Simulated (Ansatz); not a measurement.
The relaxed structure here is a generated cell of Ag: the first start was made by placing the elements on the sites of a structure type, and the end was not matched to a known phase here, so it may be hypothetical. Known forms of Ag include space group No. 225.

One stationary structure of Ag. Space group P6/mmm (No. 191). Computed with PBE (plane waves to 420 eV, PAW, scalar-relativistic; Ansatz, a quantum-chemistry and plane-wave program).

```xyz
3
Lattice="4.7350 0.0000 0.0000 -2.3675 4.1006 0.0000 0.0000 0.0000 2.8199" Properties=species:S:1:pos:R:3 pbc="T T T"
Ag     0.0000     0.0000     0.0000
Ag     0.0000     2.7338     1.4100
Ag     2.3675     1.3669     1.4100
```

| Property | Value |
|---|---|
| Volume per atom | 18.25 Å³ |
| Band gap | zero (metallic) |
| Shortest distances | Ag–Ag 2.73 Å |
| k-mesh | 11×11×16 |

Band energies at high-symmetry points (eV from the Fermi level; labels of this space group; no spin-orbit coupling), from −5 eV up to 3.3 eV:

```json
[
 {"point": "Γ", "energies": "-4.89 -4.78 -4.78 -4.66 -4.66 -4.32 -4.32 -3.86 -3.86 -3.80 -3.80 -2.88 -2.88"},
 {"point": "M", "energies": "-4.67 -4.48 -4.25 -3.75 -3.70 -3.16 -3.14 -3.12 -3.05 -2.83 -2.67 -0.05"},
 {"point": "K", "energies": "-3.98 -3.93 -3.93 -3.36 -3.36 -3.11 -3.10 -3.09 -3.09 -2.97 -2.95 -2.95"},
 {"point": "A", "energies": "-4.38 -4.38 -4.26 -4.26 -4.01 -3.27 -3.27 -3.06 -3.06 -2.46 -0.39 0.18"},
 {"point": "L", "energies": "-4.65 -4.62 -4.28 -4.09 -3.80 -3.28 -3.22 -3.15 -2.86 -2.65 0.78 1.02 3.26"},
 {"point": "H", "energies": "-4.59 -4.59 -4.02 -4.02 -3.92 -2.89 -2.88 -2.65 -2.65 0.99 2.43 2.43"}
]
```

No spin polarisation in the result.

The run could not lose the symmetry of its start: the end is stationary, and may be a saddle point rather than a minimum.

All atoms sit on sites fixed by symmetry, so only the cell could relax.
